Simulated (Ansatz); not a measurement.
# NaCl: the functional and the phonons

NaCl in the rock-salt structure, in a typed cell, not relaxed.

```
CELL_PARAMETERS angstrom
0.00000 2.85000 2.85000
2.85000 0.00000 2.85000
2.85000 2.85000 0.00000
ATOMIC_POSITIONS crystal
Na 0.00000 0.00000 0.00000
Cl 0.50000 0.50000 0.50000
```

Computed with Ansatz (plane-wave DFT, scalar-relativistic): PBE; Ansatz hand-made PAW at 700 eV; k mesh 6×6×6; fixed occupations; no spin. Harmonic phonons by linear response, frequencies in cm⁻¹, imaginary ones marked i; at Γ the three translations are left out and no LO–TO term is added.

Caveats: coarse k mesh; the typed cell is 14 % larger in volume than LDA's relaxed one.

At 23.15 Å³ an atom it gives top Γ mode (cm⁻¹) 150; lowest mode at X = [0.5, 0, 0.5] (cm⁻¹) 83; top mode at X = [0.5, 0, 0.5] (cm⁻¹) 171; mean ε∞ 2.48; mean Born charge of Na (e) 1.11.

Question: Repeat with LDA in the same cell, on the same kind of potentials and mesh. What changes?

Answer: 
```
          functional  cutoff (eV)  volume (Å³/atom)  top Γ mode (cm⁻¹)  lowest mode at X = [0.5, 0, 0.5] (cm⁻¹)  top mode at X = [0.5, 0, 0.5] (cm⁻¹)  mean ε∞  mean Born charge of Na (e)
LDA in the same cell          700             23.15                132                                       83                                   145     2.57                        1.11
```
